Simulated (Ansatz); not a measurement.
The cell below belongs to a search over invented structures; it isn't taken from experiment.

Input and command of a plane-wave DFT calculation in Ansatz:

```yaml
crystal:
  lattice:
    - [1.86, -4.875, 0.0]
    - [1.86, 4.875, 0.0]
    - [0.0, 0.0, 11.1]
  atoms:
    - { symbol: Hf, position: [0.14, 0.86, 0.25] }
    - { symbol: Hf, position: [0.86, 0.14, 0.75] }
    - { symbol: Ti, position: [0.14, 0.86, 0.9167] }
    - { symbol: Ti, position: [0.86, 0.14, 0.0833] }
    - { symbol: Ti, position: [0.86, 0.14, 0.4167] }
    - { symbol: Ti, position: [0.14, 0.86, 0.5833] }
    - { symbol: Ge, position: [0.57, 0.43, 0.4167] }
    - { symbol: Ge, position: [0.43, 0.57, 0.5833] }
    - { symbol: Ge, position: [0.43, 0.57, 0.9167] }
    - { symbol: Ge, position: [0.57, 0.43, 0.0833] }
    - { symbol: Ge, position: [0.43, 0.57, 0.25] }
    - { symbol: Ge, position: [0.57, 0.43, 0.75] }
basis:
  ecutwfc: 420
kpoints:
  mp_grid: { grid: [5, 5, 2] }
hamiltonian:
  xc: pbe
scf:
  occupations: { method: gaussian, width: 0.2 }
  lower_state_search: "off"
output:
  forces: true
  stress: true
  eigenvalues: true
relax:
  adjacent_minimum: "off"
  f_tol: 0.08
  max_steps: 16
  cell: { stress_tol: 0.8 }
```

```bash
ansatz run input.yaml --threads 1 --pin off --max-ram 2560MiB --backend cpu --events-out ev --progress --plain --runs-dir out
```

Processor: Intel(R) Xeon(R) Platinum 8375C CPU @ 2.90GHz (Ice Lake), 1 thread, on a host shared with other jobs.

**Question.** Estimate time, memory and problem size.

**Answer.** About 2.7 min, peak memory 0.79 GiB. It solves 111 bands at 18 k points (after reduction by symmetry) with about 4011 plane waves (on the last cell), in 47 SCF iterations over 6 ionic steps.
